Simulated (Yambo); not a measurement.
**Convergence of the G0W0 gap of CuI**

G0W0@PBEsol for CuI (space group P-3m1, No. 164) in Yambo. Reference settings: 3×3×2 Γ-centred k mesh, bands 17 to 252 and a 6 Ry block in the screening, 252 bands in G with the Bruneval-Gonze terminator, plasmon pole fitted at 27.2 eV. The PBEsol gap Γ → Γ on this mesh is 1.23 eV; G0W0 gaps are taken between the same points.

```
change from the reference  G0W0 gap Γ → Γ (eV)  shift of the valence edge (eV)
-------------------------  -------------------  ------------------------------
reference settings                        2.30                           -0.60
172 bands in G                            2.31                           -0.59
2 Ry block                                2.52                           -0.77
3 Ry block                                2.41                           -0.69
```

The reference isn't shown to be the converged limit.

The filled Cu 3d shell has no Hubbard U; semilocal functionals place it too high.

Spin-orbit coupling is included.

Geometry relaxed with PBE+D3(BJ); primitive cell a = b = 4.0675 Å, c = 7.0955 Å, α = β = 90.00°, γ = 120.00°.

This is not the ordinary phase of the substance; no match was found in the copy of COD used, and its stability was not checked.

A shift is the quasiparticle energy of the state minus its PBEsol energy.
